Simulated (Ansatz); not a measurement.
# Kick test of a cell of Cu6Ru

It was reached by relaxing an invented guess, and it needn't be the stable form of this composition.

All numbers below come from DFT PBE, scalar-relativistic, plane waves, PAW (Ansatz). Settings: cutoff 420 eV, Γ-centred mesh 12×12×1 on the computed 14-atom cell, Gaussian smearing of 0.10 eV; no spin polarisation.

The cell below (14 atoms, space group P-3m1 (No. 164)) is relaxed within its symmetry.

```cif
data_structure
_symmetry_space_group_name_H-M 'P 1'
_symmetry_Int_Tables_number 1
_cell_length_a 2.6221
_cell_length_b 2.6221
_cell_length_c 29.1658
_cell_angle_alpha 90.000
_cell_angle_beta 90.000
_cell_angle_gamma 120.000
_cell_volume 173.66
loop_
_atom_site_label
_atom_site_type_symbol
_atom_site_fract_x
_atom_site_fract_y
_atom_site_fract_z
_atom_site_occupancy
Cu1 Cu 0.66667 0.33333 0.11195 1
Cu2 Cu 0.00000 0.00000 0.18265 1
Cu3 Cu 0.33333 0.66667 0.25326 1
Cu4 Cu 0.66667 0.33333 0.32373 1
Cu5 Cu 0.00000 0.00000 0.39420 1
Cu6 Cu 0.33333 0.66667 0.46479 1
Cu7 Cu 0.66667 0.33333 0.53521 1
Cu8 Cu 0.33333 0.66667 0.67627 1
Cu9 Cu 0.00000 0.00000 0.60580 1
Cu10 Cu 0.33333 0.66667 0.88805 1
Cu11 Cu 0.00000 0.00000 0.81735 1
Cu12 Cu 0.66667 0.33333 0.74674 1
Ru1 Ru 0.33333 0.66667 0.03607 1
Ru2 Ru 0.66667 0.33333 0.96393 1
```

For the test it was strained at random (σ = 1.5 % a component), the atoms were moved at random (σ = 0.05 Å), and all was relaxed again on a coarse 12×12×1 mesh (in the run’s order of axes) with 0.20 eV smearing, with no symmetry imposed.

**Question.** Is the structure stable against such a distortion?

**Answer.** It returns, within 1 meV/atom of the unmoved cell on that mesh and with the same symmetry when read at 0.1 Å (C2 at 0.01 Å, so small strains and shifts remain). So it is stable against the distortions that fit this cell and that this random move excites. Modes that don't fit the cell aren't tested.
